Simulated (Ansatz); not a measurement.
**Magnetic orders of WS**

All numbers below come from DFT PBE, scalar-relativistic, plane waves, PAW in Ansatz 0.2.0.

```cif
data_structure
_symmetry_space_group_name_H-M 'P 1'
_symmetry_Int_Tables_number 1
_cell_length_a 3.0081
_cell_length_b 3.0081
_cell_length_c 3.0081
_cell_angle_alpha 90.000
_cell_angle_beta 90.000
_cell_angle_gamma 90.000
_cell_volume 27.22
loop_
_atom_site_label
_atom_site_type_symbol
_atom_site_fract_x
_atom_site_fract_y
_atom_site_fract_z
_atom_site_occupancy
W1 W 0.00000 0.00000 0.00000 1
S1 S 0.50000 0.50000 0.50000 1
```

```json
{
 "plane-wave cutoff": "420 eV",
 "Γ-centred k-mesh": "14×14×14",
 "occupation rule": "Gaussian smearing, 0.1 eV",
 "list of starting moments (μB, in atom order)": "2.5 0",
 "check for lower electronic states after the SCF": "off"
}
```

All runs keep this geometry, which stands near equilibrium for the lowest state (largest force there 0.000 eV/Å, pressure 0.0 GPa) and needn't be a stable compound; relaxing each order can shift differences of a few meV. A propagation vector, in units of the reciprocal vectors, doubles the cell, which takes an equally dense mesh. Site moments are spin moments in atom-centred spheres that scale with the neighbour distance. The states are those that the runs reached from these starts; a lower one can exist.

**Question.** Starts tried: no spin; large parallel starting moments; antiferromagnetic, doubled cell, propagation vector (0, 0, 1/2). Which state comes out lowest, and what are the moments?

**Answer.** All starts lose their moments; the cell is non-magnetic at this level.

| start | ends | energy above lowest (meV/atom) | site moments (μB) | gap on mesh (eV) | P (GPa) |
| --- | --- | --- | --- | --- | --- |
| no spin | non-magnetic | 0.00 | none over 0.05 | metal | 0.0 |
| large parallel starting moments | non-magnetic | 0.00 | none over 0.05 | metal | 0.0 |
| antiferromagnetic, doubled cell, propagation vector (0, 0, 1/2) | non-magnetic | 0.00 | none over 0.05 | metal | 0.0 |

2 further runs of this set didn't finish or converge.